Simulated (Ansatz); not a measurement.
MgO:
```
MgO
1.0
    0.00000     2.10211     2.10211
    2.10211     0.00000     2.10211
    2.10211     2.10211     0.00000
O Mg
1 1
Cartesian
  0.00000   0.00000   0.00000
  2.10211   2.10211   2.10211
```

Relaxed with r²SCAN. Special points in fractions of this cell's reciprocal vectors: Γ (0.000, 0.000, 0.000); X (0.500, 0.000, 0.500); U (0.625, 0.250, 0.625); K (0.375, 0.375, 0.750); L (0.500, 0.500, 0.500); W (0.500, 0.250, 0.750).

Task: List the band energies nearest the valence-band maximum at these points for DFT-r²SCAN in the program Ansatz with PAW potentials.

Result: In eV from the valence-band maximum; about four levels below and three above (degenerate sets whole), none deeper than 8.9 eV; … stands for higher levels left out; points with the same levels are listed once.

| k | below | above |
|---|---|---|
| Γ | 0.00 0.00 0.00 | 5.69 … |
| X | -4.09 -1.37 -1.37 | 10.05 … |
| U | -3.50 -2.71 -1.17 | 11.10 … |
| L | -4.63 -0.68 -0.68 | 8.86 … |
| W | -2.96 -2.96 -1.78 | … |

Space group Fm-3m (rock salt). Symmetry was held in the r²SCAN relaxation; phonons on a q-mesh show no instability.

Potentials: the later of the program's two PAW sets.
